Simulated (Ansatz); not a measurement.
Polymorphs of ScOF, each relaxed with plane-wave PAW r²SCAN (Ansatz code):

A: P4/nmm
a = b = 3.592 Å, c = 5.114 Å, α = β = γ = 90.00°

| atom | site | symmetry | x | y | z |
|---|---|---|---|---|---|
| Sc | 2c | 4mm | 0.0000 | 0.5000 | 0.2927 |
| O | 2b | -4m2 | 0.5000 | 0.5000 | 0.5000 |
| F | 2a | -4m2 | 0.0000 | 0.0000 | 0.0000 |

B: P2_1/c
a = 5.168 Å, b = 5.146 Å, c = 5.236 Å, α = 90.00°, β = 99.82°, γ = 90.00°

| atom | site | symmetry | x | y | z |
|---|---|---|---|---|---|
| Sc | 4e | 1 | 0.6918 | 0.4725 | 0.2877 |
| O | 4e | 1 | 0.4559 | 0.2462 | 0.4877 |
| F | 4e | 1 | 0.0576 | 0.6727 | 0.3406 |

**Question.** Put the candidates in order of energy per atom at 0 K, lowest first, for r²SCAN.

**Answer.** B (+0 meV/atom), A (+83 meV/atom)

**Question.** Give each one's gap.

**Answer.** A 4.92 eV; B 5.04 eV.

Standing as an ambient phase not checked: A; B. All cells were relaxed under the symmetry of their starts (and spin orders); stability against distortions was not tested throughout. Rows with no word on spin ran without spin polarisation.

Energies hold the estimated change up to a 700 eV cutoff; steps of a few meV lie near the error of the meshes.

Potentials: the later of the program's two PAW sets.
